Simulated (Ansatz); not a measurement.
# Guessed and relaxed cells of LaNiI

Recipe of this trial structure of LaNiI: random cell by space group and Wyckoff sites (P-6m2, No. 187). Its size is a rough estimate.

start:

Space group P-6m2 (No. 187). a = 4.510 Å, b = 4.510 Å, c = 4.890 Å, α = 90.00°, β = 90.00°, γ = 120.00°
| atom | site | symmetry | x | y | z |
| --- | --- | --- | --- | --- | --- |
| La | 1b | -6m2 | 0.0000 | 0.0000 | 0.5000 |
| Ni | 1c | -6m2 | 0.3333 | 0.6667 | 0.0000 |
| I | 1f | -6m2 | 0.6667 | 0.3333 | 0.5000 |

Theory: DFT PBE, scalar-relativistic, plane waves, PAW in Ansatz. Cutoff 420 eV, Gaussian smearing, Γ-centred meshes. Cell and atoms relax first on a coarse mesh and then on a finer one. In between, the cell is made exact in the group found at 0.06 Å. In metals the finer mesh still leaves noise of several meV/atom or more. The steps can't lower the symmetry of their start. Collinear spin, starting moments Ni 2.0 μB.

end:

Space group P-6m2 (No. 187). a = 5.262 Å, b = 5.262 Å, c = 3.705 Å, α = 90.00°, β = 90.00°, γ = 120.00°
```csv
atom,site,symmetry,x,y,z
La,1b,-6m2,0.0000,0.0000,0.5000
Ni,1c,-6m2,0.3333,0.6667,0.0000
I,1f,-6m2,0.6667,0.3333,0.5000
```

The symmetry stays P-6m2 (No. 187). The volume per atom grows by 3.2 %, from 28.7 to 29.6 Å³. The shortest distance goes from 2.60 Å (La–I) to 3.04 Å (La–I). The ratio c/a of the conventional cell changes by a factor of 0.65. The energy falls by about 1.2 eV/atom (the start's value is from the coarse mesh).

- Volume per atom: 29.61 Å³
- Density: 6.07 g/cm³
- Energy over the elements: +0.06 eV/atom
- Gap on the 12×12×12 mesh of the 3-atom cell: 0 eV (a metal)
- Net moment per atom: 0.07 μB
- Moment by site: Ni 0.3 μB

The zero of energy is the elements' standard structures at the same level; no fitted shifts are applied. It can't be a ground state, since the elements alone are lower.

The last run used collinear spin and Gaussian smearing of 0.10 eV. These runs have no spin–orbit coupling, which can matter for I. No Hubbard U is applied to the 3d shell of Ni. The reference form of I is held partly by dispersion forces, which this level lacks. The magnetic state reached may not be the lowest. A structure relaxed within its symmetry needn't be a true minimum. In all, the 4 runs took 12 min on 1 thread of Arm Neoverse V2, with other jobs on the host. Another cell of LaNiI relaxed alike but without spin, in P4/mmm, lies 0.49 eV/atom lower, so this cell isn't the stable form at this level. Site moments count only spheres around the atoms; the net moment includes the space between them.
